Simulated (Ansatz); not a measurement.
Rb2TiCl6 (space group Fm-3m)

```xyz
9
Lattice="0.0000 4.9518 4.9518 4.9518 0.0000 4.9518 4.9518 4.9518 0.0000" Properties=species:S:1:pos:R:3 pbc="T T T"
Rb     2.4759     2.4759     2.4759
Rb     7.4277     7.4277     7.4277
Ti     0.0000     0.0000     0.0000
Cl     4.9518     4.9518     7.5668
Cl     4.9518     4.9518     2.3368
Cl     7.5668     4.9518     4.9518
Cl     2.3368     4.9518     4.9518
Cl     4.9518     7.5668     4.9518
Cl     4.9518     2.3368     4.9518
```

The volume is varied about the relaxed value V₀ at fixed cell shape. The atoms relax within the cell's symmetry.

The numbers are results of PBEsol (plane waves to 420 eV, PAW, scalar-relativistic; Ansatz, a first-principles code), not measurements. k mesh 6×6×6 (Γ-centred), Fermi-Dirac smearing 0.05 eV. The energy includes the smearing's −TS. Compression counts positive. Rb2TiCl6 is run without spin polarisation. Rb2TiCl6 was relaxed with its symmetry unable to fall. ΔE is measured from the relaxed starting cell.

Q: What ΔE (meV/atom) and P (GPa) does the calculation give at V/V₀ = 0.950, 0.970, 0.980, 0.990, 1.020?

A: 
| V/V₀ | ΔE (meV/atom) | P (GPa) |
|---|---|---|
| 0.950 | 3.3 | 0.82 |
| 0.970 | 1.1 | 0.46 |
| 0.980 | 0.5 | 0.29 |
| 0.990 | 0.1 | 0.12 |
| 1.020 | 0.4 | -0.24 |

(A scan under strain: stresses follow from slopes of the energy per volume, elastic moduli from its curvatures.)
